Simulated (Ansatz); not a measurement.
PbS (rock salt)

```xyz
2
Lattice="0.0000 3.0045 3.0045 3.0045 0.0000 3.0045 3.0045 3.0045 0.0000" Properties=species:S:1:pos:R:3 pbc="T T T"
S      0.0000     0.0000     0.0000
Pb     3.0045     3.0045     3.0045
```

In this cell atom 2 (Pb, nearest neighbour S at 3.004 Å; its periodic images, 4.2 Å or more away, move with it) is moved by u·(1.000, 0.000, 0.000) + v·(0.000, 1.000, 0.000); the rest is frozen.

Computed with PBE (plane waves to 420 eV, PAW, scalar-relativistic; Ansatz, a first-principles code). k mesh 8×8×8 (Γ-centred), Fermi-Dirac smearing 0.05 eV. Energies are smeared free energies. PbS was relaxed with its symmetry unable to fall. Spin-orbit coupling is left out, though Pb is heavy.

Changes of ΔE (eV/cell) from the point u = 0.000 Å, v = 0.000 Å when one coordinate moves alone (two changes are said to add if the coupling is within 5 % of the smaller one, nearly so within 20 %):

| point | change |
|---|---|
| u = 0.000 Å, v = -0.990 Å | 2.9200 |
| u = 0.000 Å, v = -0.660 Å | 0.5588 |
| u = 0.000 Å, v = -0.330 Å | 0.0432 |
| u = -0.990 Å, v = 0.000 Å | 2.9200 |
| u = -0.660 Å, v = 0.000 Å | 0.5588 |
| u = -0.330 Å, v = 0.000 Å | 0.0432 |
| u = 0.330 Å, v = 0.000 Å | 0.0432 |
| u = 0.660 Å, v = 0.000 Å | 0.5588 |
| u = 0.990 Å, v = 0.000 Å | 2.9200 |
| u = 0.000 Å, v = 0.330 Å | 0.0432 |
| u = 0.000 Å, v = 0.660 Å | 0.5588 |
| u = 0.000 Å, v = 0.990 Å | 2.9200 |

### Question
What is the change at u = -0.330 Å, v = -0.330 Å, where both move, and how far is it from the sum?

### Answer
The sum of the single changes is 0.0432 + (0.0432) = 0.0864; the calculation gives 0.1111, so the coupling contributes 0.0247 (over 20 % of the smaller single change, not additive).

### Question
Do the two effects add at u = -0.990 Å, v = -0.330 Å? Give the computed change.

### Answer
The sum of the single changes is 2.9200 + (0.0432) = 2.9632; the calculation gives 2.7474, so the coupling contributes -0.2158 (over 20 % of the smaller single change, not additive).

### Question
Do the two effects add at u = -0.660 Å, v = 0.660 Å? Give the computed change.

### Answer
The sum of the single changes is 0.5588 + (0.5588) = 1.1176; the calculation gives 1.0262, so the coupling contributes -0.0914 (under 20 % of the smaller single change, nearly additive).

(For displaced atoms, the force is minus the slope of the energy, and its curvature is a force constant, which sets phonon frequencies.)
